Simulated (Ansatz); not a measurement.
## CaSnI₃, a known structure type with other elements, at an estimated volume

```
Ca Sn I
1.0
     3.33965   -2.38919   -6.04010
     0.00000    4.10627   -6.04011
     4.64687    2.38920    6.04011
Ca Sn I
2 2 6
Direct
  0.36700 0.36700 0.10100
  0.63300 0.63300 0.89900
  0.15530 0.15530 0.46590
  0.84470 0.84470 0.53410
  0.55300 0.96000 0.71300
  0.20000 0.55300 0.71300
  0.96000 0.20000 0.71300
  0.44700 0.04000 0.28700
  0.80000 0.44700 0.28700
  0.04000 0.80000 0.28700
```

Level: r2SCAN, no spin polarisation; 500 eV; 6×6×6 Γ-centred mesh; fermi-dirac occupations (width 0.0874 eV); Ansatz 0.2.0, fixed geometry.

(1) Describe some of the short contacts.

(2) Is the cell too large or too small?

(3) Is it stable against the elements?

(4) Where is the largest force?

(5) Metal or insulator?

(6) How is the charge shared?

Origin: a known structure type with other elements, at an estimated volume, so it need not be a known compound. Caveats: many states at the Fermi level without spin polarisation, so a magnetic state may lie lower; atoms or cell far from equilibrium.

Answers

(1) Sn–I at 2.68 Å: least valence density 0.45 e/Å³ and ELF 0.45 there. Ca–I at 3.05 Å: least valence density 0.16 e/Å³ and ELF 0.08 there. These are pseudo-fields; inside the PAW spheres they differ from the all-electron ones.

(2) The pressure is 18.7 GPa (compression positive), so with the atoms held at these fractions the cell would first expand; the forces are large, so a full relaxation may end otherwise. The principal stresses 16.0, 20.1, 20.1 GPa differ, so its shape would change too.

(3) 0.09 eV an atom against the elements' usual phases (free molecules for gases, crystals otherwise, with no correction for O₂ or N₂), so at this geometry it isn't bound against them. Relaxing would lower it.

(4) The largest is on I9 (and as large on other atoms): 4.49 eV/Å, components (-4.43, -0.46, 0.56). It makes 130° with the line to a nearest neighbour, Sn3 at 2.68 Å.

(5) It is a metal, with about 9.4 states/eV a cell as the mean within 0.25 eV of the Fermi level.

(6) Bader charges in e: Ca +1.35, Sn +0.82, I -0.72. In the mean Ca gives up most and I takes most.
